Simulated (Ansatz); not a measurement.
Values for one crystal, relaxed and computed with DFT-r²SCAN in the program Ansatz with PAW potentials; other levels are named.

- Volume per atom = 18.12 Å³
- Band gap = 2.58 eV (direct)
- Valence-band maximum = at Γ
- Formation energy from the elements (no fitted shifts) = -153 kJ/mol-atom
- Electron effective mass = 0.39, 0.42, 0.42 mₑ (principal values)
- Conduction-band minimum = at Γ
- Hole effective mass = 0.79, 0.97, 1.4 mₑ (principal values)

Problem. Pick the material that matches.
A) SrHfN2, Pna2_1 (Sr on 4a, Hf on 4a, N on 4a, N on 4a)
B) Si3N4, P31c (Pearson symbol hP28)
C) AlN, rock salt
D) GaN, I4mm (Ga on 2a, N on 2a)

Solution. A, SrHfN2, Pna2_1 (Sr on 4a, Hf on 4a, N on 4a, N on 4a)

The start of the workflow was typed in or built on a structure type; neither database checked (COD, Materials Project) lists it. Its standing as an ambient phase is unchecked. The r²SCAN relaxation kept the symmetry of its start; its stability against distortions is not shown here. No spin polarisation was allowed. The references are the lowest solids computed at this level, not always the standard phases (solids in place of the gases). Spin–orbit coupling is left out wherever it is not named.

Potentials: the earlier of the program's two PAW sets.
